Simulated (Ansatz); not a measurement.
PtW:
```yaml
crystal:
  lattice:
    - [1.34334, -5.24420, 0.00000]
    - [1.34334, 5.24420, 0.00000]
    - [0.00000, 0.00000, 4.32139]
  atoms:
    - { symbol: W, position: [0.66978, 0.33022, 0.25000] }
    - { symbol: Pt, position: [0.92787, 0.07213, 0.25000] }
    - { symbol: W, position: [0.33022, 0.66978, 0.75000] }
    - { symbol: Pt, position: [0.07213, 0.92787, 0.75000] }
```

This is the PBEsol-relaxed structure.

Task: All from plane-wave PAW PBEsol (Ansatz code), unless another level is named. Predict the density of states at the Fermi level.

Result: 0.53 states/eV per atom (mean over ±0.08 eV).

Task: What about the formation energy from the elements (no fitted shifts)?

Result: -0.20 eV/atom.

Space group Cmcm. The start of the workflow was typed in or built on a structure type; neither database checked (COD, Materials Project) lists it. Whether it is the stable phase at ambient conditions was not checked. The PBEsol relaxation kept the symmetry of its start; whether a distortion lowers the energy is not shown. No spin polarisation was allowed. The references are the lowest solids computed at this level, not always the standard phases. Scalar-relativistic: spin–orbit coupling is off unless named, which matters more the heavier the elements.

Potentials: the later of the program's two PAW sets.
